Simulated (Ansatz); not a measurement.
The end point of a relaxation of PbSe. Space group Fm-3m (No. 225), rock salt type. These are r2SCAN (plane waves to 500 eV, PAW, scalar-relativistic; Ansatz, a quantum-chemistry and plane-wave program) values and carry that method's errors.

Space group Fm-3m (No. 225); a = 6.1770 Å, b = 6.1770 Å, c = 6.1770 Å, α = 90.00°, β = 90.00°, γ = 90.00°

| atom | site | symmetry | x | y | z |
|---|---|---|---|---|---|
| Se | 4a | m-3m | 0.0000 | 0.0000 | 0.0000 |
| Pb | 4b | m-3m | 0.5000 | 0.5000 | 0.5000 |
(The calculation used a cell of 2 atoms; values per cell refer to that cell.)

**Question.** Predict the band gap from r2SCAN.

**Answer.** 0.66 eV, direct at L (no spin-orbit coupling).

No spin polarisation in the result. Without spin-orbit coupling the bands of the heavy element are not split, so the gap can be far off.

The run could not lose the symmetry of its start; a randomly shaken copy of 4 atoms returns to this structure.

All atoms sit on sites fixed by symmetry, so only the cell could relax.
